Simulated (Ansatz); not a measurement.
**Cs$_{2}$AgBiBr$_{6}$: relaxation (Ansatz)**

Launch command:

```bash
ansatz run input.yaml --threads 2 --pin off --max-ram 2560MiB --backend cpu --events-out ev --progress --plain --runs-dir out
```

The input file (Ansatz 0.2.0, plane waves):

```yaml
crystal:
  lattice:
    - [0.0, 5.69892, 5.69892]
    - [5.69892, 0.0, 5.69892]
    - [5.69892, 5.69892, 0.0]
  atoms:
    - { symbol: Bi, position: [0.0, 0.0, 0.0] }
    - { symbol: Ag, position: [0.5, 0.5, 0.5] }
    - { symbol: Cs, position: [0.25, 0.25, 0.25] }
    - { symbol: Cs, position: [0.75, 0.75, 0.75] }
    - { symbol: Br, position: [0.25055, 0.74945, 0.25055] }
    - { symbol: Br, position: [0.25055, 0.74945, 0.74945] }
    - { symbol: Br, position: [0.74945, 0.25055, 0.74945] }
    - { symbol: Br, position: [0.74945, 0.25055, 0.25055] }
    - { symbol: Br, position: [0.25055, 0.25055, 0.74945] }
    - { symbol: Br, position: [0.74945, 0.74945, 0.25055] }
  symmetry: { tolerance: 0.0003 }
kpoints:
  mp_grid: { grid: [4, 4, 4], shift: [0, 0, 0] }
magnetization:
  spin_polarized: false
scf:
  occupations: { method: fermi_dirac }
  lower_state_search: "off"
hamiltonian:
  pseudopotentials: { kind: paw }
  xc: r2scan
basis:
  ecutwfc: 500
  fft_grid_basis: typed
relax:
  max_steps: 60
  cell: { p_target: 0.0 }
output:
  forces: true
  stress: true
  eigenvalues: true
  bader: true
  populations: true
  elf: true
  write_potential: true
  volumetric_format: npy
  dos:
    e_range: [-12, 8]
    de: 0.05
    projected: { site_lists: { Ag: [Ag], Bi: [Bi], Br: [Br], Cs: [Cs] } }
  write_density: true
checkpoint:
  read: saved_state
```

Origin of the cell: a database entry, scaled a little.

The smearing width isn't typed, so it takes its default of 0.1 eV.

The saved state is a converged single point of the same cell.

Steps («new basis» is an SCF on plane waves selected anew at the same cell):

```json
{"step": "1", "ΔF (meV/atom)": "0.0", "max force component (eV/Å)": "0.084", "P (GPa)": "-0.25", "volume (Å³)": "370.18", "SCF iterations": "5", "step was": "accepted"}
{"step": "2", "ΔF (meV/atom)": "-0.7", "max force component (eV/Å)": "0.009", "P (GPa)": "-0.17", "volume (Å³)": "367.65", "SCF iterations": "5", "step was": "accepted"}
{"step": "3", "ΔF (meV/atom)": "-0.9", "max force component (eV/Å)": "0.003", "P (GPa)": "0.00", "volume (Å³)": "364.94", "SCF iterations": "6", "step was": "accepted"}
{"step": "4", "ΔF (meV/atom)": "-0.8", "max force component (eV/Å)": "0.003", "P (GPa)": "0.00", "volume (Å³)": "364.94", "SCF iterations": "5", "step was": "new basis"}
```

Before:

Space group Fm-3m (No. 225); the run's cell has a = 8.059 Å, b = 8.059 Å, c = 8.059 Å, α = 60.00°, β = 60.00°, γ = 60.00°. Shortest distances: Ag–Br 2.84 Å, Bi–Br 2.86 Å.

After:

Space group Fm-3m (No. 225); the run's cell has a = 8.021 Å, b = 8.021 Å, c = 8.021 Å, α = 60.00°, β = 60.00°, γ = 60.00°. Shortest distances: Ag–Br 2.81 Å, Bi–Br 2.86 Å.

```yaml
crystal:
  lattice:
    - [0.00000, 5.67191, 5.67191]
    - [5.67191, 0.00000, 5.67191]
    - [5.67191, 5.67191, 0.00000]
  atoms:
    - { symbol: Bi, position: [0.00000, 0.00000, 0.00000] }
    - { symbol: Ag, position: [0.50000, 0.50000, 0.50000] }
    - { symbol: Cs, position: [0.25000, 0.25000, 0.25000] }
    - { symbol: Cs, position: [0.75000, 0.75000, 0.75000] }
    - { symbol: Br, position: [0.25188, 0.74812, 0.25188] }
    - { symbol: Br, position: [0.25188, 0.74812, 0.74812] }
    - { symbol: Br, position: [0.74812, 0.25188, 0.74812] }
    - { symbol: Br, position: [0.74812, 0.25188, 0.25188] }
    - { symbol: Br, position: [0.25188, 0.25188, 0.74812] }
    - { symbol: Br, position: [0.74812, 0.74812, 0.25188] }
```

```
Free energy lowered by                                                                 : 0.8 meV/atom
Volume change                                                                          : -1.42 %
Final pressure                                                                         : 0.00 GPa
Relaxation steps listed                                                                : 4
Formation energy (elements under the same functional, gases as molecules, uncorrected) : -1.309 eV/atom
Gap on the mesh                                                                        : 1.67 eV
```

Caveats: no spin-orbit coupling, though heavy elements are present; the relaxation held the start's symmetry, so the end may be a saddle point.

It ran for 80 s on 2 threads of Arm Neoverse V2 (shared host), peak memory 1.7 GiB, from a saved density.
